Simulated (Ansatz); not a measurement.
Compressing BaZrO3: a fit and a missing row

BaZrO3, Pm-3m, a = 4.227 Å. The structure is a COD entry; whether it is the stable form wasn't checked. Ansatz: PBE, PAW, 420 eV, Γ-centred 6×6×6 mesh on 5 atoms, Gaussian smearing 0.02 eV; no spin polarisation. Symmetry fixes shape and atoms, so the cell is only scaled; pressure is positive in compression.

| V (Å³/atom) | P (GPa) |
| --- | --- |
| 14.201 | ? |
| 14.654 | 4.88 |
| 15.107 | 0.01 |
| 15.560 | -4.13 |
| 16.013 | -7.66 |

Question: Take V0 = 15.107 Å³/atom, count pressures from its P0 = 0.01 GPa, fit the third-order Birch–Murnaghan form to the other rows, and predict the missing pressure.

Answer: With the Eulerian strain f = ½[(V0/V)^(2/3) − 1] and y = (P − P0)/[3f(1 + 2f)^(5/2)], the form is the line y = B0 + 1.5 B0 (B0′ − 4) f. Rows (f, y): 0.01025, 150.5; -0.00975, 148.7; -0.01904, 148.0. Means f = -0.006180, y = 149.07; Σ(Δf)² = 0.0004481, ΣΔfΔy = 0.03858; the slope is their ratio. y = 149.6 + 86.09 f GPa, so B0 = 149.6 GPa and B0′ = 4 + 2 × (86.09)/(3 × 149.6) = 4.38. At V = 14.201, f = 0.02105, y = 151.41 and P = 10.61 GPa. The run gave 10.62 GPa, so the fit is 0.01 GPa too low, a small miss on the scale of the series. The form still works here, 33 % of the fitted range beyond its end.